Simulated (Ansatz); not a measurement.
This is a single-point calculation with Ansatz 0.2.0 on SnTe in the rocksalt structure; the level of theory is r2SCAN. The cell was relaxed with r2SCAN and then strained (epitaxial +0.5 % in the plane normal to [111], free normal strain -0.55 %), with the atoms relaxed again with r2SCAN; k points keep the names of the unstrained zone.

```yaml
crystal:
  lattice:
    - [-0.022244415, 3.1830325813, 3.1830325813]
    - [3.1830325813, -0.022244415, 3.1830325813]
    - [3.1830325813, 3.1830325813, -0.022244415]
  atoms:
    - { symbol: Sn, position: [0.0, 0.0, 0.0] }
    - { symbol: Te, position: [0.5, 0.5, 0.5] }
kpoints:
  mp_grid: { grid: [8, 8, 8] }
  band_path:
    path:
      - [0.0, 0.0, 0.0]
      - [0.5, 0.0, 0.5]
      - [0.625, 0.25, 0.625]
      - [0.375, 0.375, 0.75]
      - [0.5, 0.5, 0.5]
      - [0.5, 0.25, 0.75]
    npoints: 1
hamiltonian:
  xc: r2scan
scf:
  occupations: { method: fermi_dirac, width: 0.02 }
  n_extra_bands: 4
output:
  forces: true
  stress: true
  eigenvalues: true
```

The output follows, shortened, with numbered blanks.
```
scf.n_extra_bands = 4 over 15 filled bands (N_el = 30.0): the run solves 19 bands
Functional definition: r2SCAN
Crystal: 2 atoms, lattice volume = 65.175 Å³
Basis set: ecut = 500 eV, 1669 PW (Γ)
[1]
NSCF: frozen V_eff on 6 k-points
Free energy (F): -13033.983551 eV
Internal energy: -13033.983442 eV  (E = F + TS)
E sigma→0 (E₀):  -13033.983497 eV
Entropy (-TS):   -0.000109 eV (-0.054 meV/atom)
[2]
--- Stress (GPa, compression-positive) ---
       -0.295063       0.119246       0.119246
        0.119246      -0.295063       0.119246
        0.119246       0.119246      -0.295063
  P = ⅓ Tr σ = -0.2951 GPa (-2.951 kbar)
--- Band table (eV; the first three rows and the last of 65) ---
[3]
```

The rows of the band table are 0: (0, 0, 0) = Γ, 1: (0, 0, 1/8), 2: (0, 0, 1/4), 64: (-1/2, -1/2, -1/2) = L.

Question: Give the withheld lines. They hold the Fermi energy and the band table, the symmetry found.

Answer:
```
[1]
Symmetry: 12 space group operations
Space group: R-3m (ITA 166)
[2]
Fermi energy:    9.183145 eV
[3]
  k-point 0: bands = […, -13.6808, -4.0587, 4.2234, 6.7270, 6.7270, 6.8229, 12.4476, 12.4872, 12.4872, 14.1499]
  k-point 1: bands = […, -13.6800, -3.9285, 3.4902, 6.7578, 6.8368, 7.2818, 11.7858, 11.8073, 11.8836, 14.1236]
  k-point 2: bands = […, -13.6778, -3.5636, 2.1941, 6.8586, 6.9232, 8.0575, 10.6930, 10.6941, 10.8442, 14.5527]
  k-point 64: bands = […, -13.6746, -2.7848, 0.5819, 7.0806, 7.0806, 9.0510, 9.2118, 9.4281, 9.4281, 17.2640]
```
The trailing digits, and the zero of the energies, depend on the potentials and thresholds.

r2SCAN gives an indirect gap of 0.08 eV, from L (0, 0, -1/2) to L; the least direct gap is 0.15 eV at L (0, 0, -1/2). The mean pressure at these positions is -0.30 GPa, compression counted positive.

Calculated for a static, non-magnetic cell.

No spin-orbit coupling is included; it can move band edges with weight on the heavy atoms by tenths of an eV.

Gaps or overlaps of about a tenth of an eV are at the limit of these meshes: between the points read a gap can be smaller or closed.
